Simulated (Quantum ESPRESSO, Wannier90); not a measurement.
Tight-binding from DFT: HfO2 (P2₁/c)

```xyz
12
Lattice="5.0942 0.0000 0.0000 0.0000 5.1506 0.0000 -0.8762 0.0000 5.2030" Properties=species:S:1:pos:R:3 pbc="T T T"
Hf     1.6626     2.3593    -1.5197
Hf    -1.6626    -2.3593     1.5197
Hf    -1.2245    -0.2160    -1.0817
Hf     1.2245     0.2160     1.0817
O      2.3010    -1.3261    -0.1114
O     -2.3010     1.3261     0.1114
O     -1.8629     1.2492    -2.4900
O      1.8629    -1.2492     2.4900
O      0.0449     1.7036     1.8015
O     -0.0449    -1.7036    -1.8015
O     -0.4829    -0.8717     0.8000
O      0.4829     0.8717    -0.8000
```

Cell from Materials Project (mp-352), symmetrised, no further relaxation. COD (Crystallography Open Database) has the formula in 3 space groups, this one among them (matched by group alone). Level: LDA, no spin polarisation, no spin-orbit coupling; pw.x of Quantum ESPRESSO at 68 Ry with PseudoDojo potentials, 4×4×4 k-points, Wannier90. Density: 6×6×6 mesh, Gaussian smearing 0.01 Ry. Spin-orbit coupling is left out although heavy elements are present.

A tight-binding model is made by disentanglement and projection with no localisation steps (num_iter = 0), so the 44 orbitals stay atom-like: hydrogen-like Hf: d; O: p, axes along x, y, z; frozen window up to 5.45 eV relative to the valence-band maximum. It follows pw.x to 0.6 meV rms for states up to 5.0 eV relative to the valence-band maximum. Matrix elements depend on this choice of orbitals and windows.

Problem. Which pairs of orbitals on different sites are coupled most strongly? Give distance, modulus and how many such pairs a cell has.

Solution. 
```tsv
orbital	orbital	distance of the centres (Å)	modulus (eV)	pairs
Hf dxy	O px	2.08	2.24	4
Hf dxy	O py	2.08	1.67	4
Hf dx2-y2	O py	2.15	1.62	4
Hf dxz	O pz	2.21	1.48	4
Hf dyz	O py	2.16	1.41	4
Hf dyz	O pz	2.10	1.38	4
Hf dxz	O py	1.98	1.37	4
Hf dx2-y2	O px	2.07	1.36	4
Hf dxy	O pz	2.07	1.24	4
Hf dxy	O px	2.13	1.23	4
Hf dyz	O pz	2.16	1.23	4
Hf dyz	O px	2.04	1.18	4
Hf dz2	O pz	2.24	1.18	4
Hf dxy	O pz	2.12	1.16	4
Hf dz2	O pz	2.01	1.15	4
Hf dyz	O px	2.21	1.15	4
Hf dx2-y2	O py	2.06	1.14	4
Hf dz2	O px	2.24	1.14	4
Hf dxz	O pz	1.99	1.13	4
Hf dxz	O pz	2.21	1.12	4
Hf dz2	O py	2.24	1.11	4
Hf dxz	O py	2.25	1.10	4
Hf dxy	O pz	2.19	1.10	4
Hf dyz	O px	2.16	1.08	4
Hf dxz	O py	2.29	1.06	4
Hf dyz	O py	2.22	1.04	4
Hf dxy	O pz	2.20	1.04	4
Hf dyz	O py	2.02	1.04	4
Hf dxz	O px	2.27	1.04	4
Hf dz2	O px	2.09	1.02	4
```
